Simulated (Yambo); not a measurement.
RbSO2F: lowest vertical excitons

```
CELL_PARAMETERS angstrom
      4.88563     0.00000     0.00000
      0.00000     6.03003     0.00000
     -2.26124     0.00000     7.04633
ATOMIC_POSITIONS crystal
  O  0.66522 0.54700 0.30174
  O  0.33478 0.45300 0.69826
  O  0.33478 0.04700 0.69826
  O  0.66522 0.95300 0.30174
  F  0.79199 0.25000 0.87670
  F  0.20801 0.75000 0.12330
  S  0.60100 0.75000 0.18390
  S  0.39900 0.25000 0.81610
  Rb 0.84316 0.75000 0.71523
  Rb 0.15684 0.25000 0.28477
```

The geometry is that of Materials Project entry mp-6384, symmetrised and not relaxed again.

BSE in Yambo on norm-conserving LDA (Quantum ESPRESSO, 84 Ry, without SOC) bands: 4×4×2 mesh, 18 valence and 14 conduction bands, static screening with 111 bands and a 3 Ry block, scissor 3.60 eV, Tamm-Dancoff; field along x.

```json
[
 {"state": "1", "energy (eV)": "4.77", "states within 2 meV": "1", "relative strength": "< 0.01", "class": "dark", "main transitions": "several band pairs"},
 {"state": "2", "energy (eV)": "4.79", "states within 2 meV": "1", "relative strength": "1.00", "class": "strong", "main transitions": "several band pairs"},
 {"state": "3", "energy (eV)": "5.00", "states within 2 meV": "2", "relative strength": "< 0.01", "class": "dark", "main transitions": "several band pairs"},
 {"state": "4", "energy (eV)": "6.08", "states within 2 meV": "1", "relative strength": "< 0.01", "class": "dark", "main transitions": "several band pairs"},
 {"state": "5", "energy (eV)": "6.08", "states within 2 meV": "1", "relative strength": "< 0.01", "class": "dark", "main transitions": "several band pairs"},
 {"state": "6", "energy (eV)": "6.56", "states within 2 meV": "1", "relative strength": "< 0.01", "class": "dark", "main transitions": "several band pairs"}
]
```

These are vertical excitations (zero momentum). The direct quasiparticle gap on this mesh is 7.62 eV; counted from there, state 1 is bound by 2.85 eV. Convergence with the mesh was not shown.

Spin singlets only. Strengths are relative to the strongest of the lowest states of this run; strong means a line over 3 % of the spectrum's maximum, dark under 0.03 %. Absolute energies carry the error of the G0W0 scissor, whose convergence isn't established; the long-wavelength screening was taken along (1,1,1) although the crystal is anisotropic.
